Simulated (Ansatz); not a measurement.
## Ca under strains and displacements

Computed with DFT PBEsol, scalar-relativistic, plane waves, PAW in Ansatz 0.2.0.

Plane waves to 420 eV, a k mesh through Γ of 12×12×12 on the computed 1-atom cell and Gaussian smearing (0.10 eV); no spin polarisation.

Reference cell:

```
CELL_PARAMETERS angstrom
-2.20520 2.20520 2.19611
2.20520 -2.20520 2.19611
2.20520 2.20520 -2.19611
ATOMIC_POSITIONS crystal
Ca 0.50000 0.50000 0.00000
```

Each variant moves atoms of this cell by the vectors given, if any (Å), and then applies a symmetric strain (tensor components, Cartesian axes). The reference cell isn't relaxed at this level. Energies are per atom at zero smearing, counted from the lowest variant. Pressure is positive in compression.

1. strain (xx yy zz yz xz xy, %) 0.68 -0.86 0.60 0.00 0.00 -0.15
2. strain (xx yy zz yz xz xy, %) 1.64 1.84 0.42 0.09 -0.33 1.00
3. strain (xx yy zz yz xz xy, %) 2.49 2.92 4.02 1.00 0.00 0.00
4. strain (xx yy zz yz xz xy, %) 3.07 2.66 2.21 -0.01 0.01 1.00
5. strain (xx yy zz yz xz xy, %) 0.58 0.58 2.08 0.00 0.00 0.00

| result | ΔE (meV/atom) | P (GPa) |
| --- | --- | --- |
| A | 37.6 | -2.02 |
| B | 0.0 | -0.92 |
| C | 8.5 | -1.30 |
| D | 29.6 | -1.86 |
| E | 11.4 | -1.39 |

Which variant gave which result?

A is 3, B is 1, C is 5, D is 4, E is 2. The pressure falls as the cell grows: from the smallest volume to the largest the variants are 1, 5, 2, 4, 3.

This bcc form isn't the element's structure at ambient conditions.